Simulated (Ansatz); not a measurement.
**Sr: axial (c/a) deformation path**

The calculation used DFT PBEsol, scalar-relativistic, plane waves, PAW (Ansatz 0.2.0). Cutoff 420 eV, Γ-centred 15×15×8 k-points, Gaussian smearing of 0.15 eV. No spin polarisation. Energies are free energies at this smearing, counted from the undisturbed cell; pressure is positive in compression.

Reference structure (as given, not relaxed at this level; it stands at -0.9 GPa; this form isn't the usual structure):

```yaml
crystal:
  lattice:
    - [4.31000, 0.00000, 0.00000]
    - [-2.15500, 3.73257, 0.00000]
    - [0.00000, 0.00000, 7.05000]
  atoms:
    - { symbol: Sr, position: [0.33333, 0.66667, 0.25000] }
    - { symbol: Sr, position: [0.66667, 0.33333, 0.75000] }
```

At fixed volume and fractional coordinates, lengths along (0.000, 0.000, 1.000) are scaled against those across it; ρ is that ratio over its starting value. The cell is metallic on the mesh throughout.

```tsv
ρ	ΔE (meV/atom)	pressure (GPa)
0.800	?	?
0.850	55.1	-0.7
0.920	15.6	-0.8
0.960	4.1	-0.8
1.000	0.0	-0.9
1.050	4.9	-0.8
1.100	20.8	-0.8
1.200	?	?
1.300	177.8	0.0
```

Q: Give the withheld values.

A: ΔE (meV/atom) at ρ = 0.800: 96.4; pressure (GPa) at ρ = 0.800: -0.6; ΔE (meV/atom) at ρ = 1.200: 83.5; pressure (GPa) at ρ = 1.200: -0.5.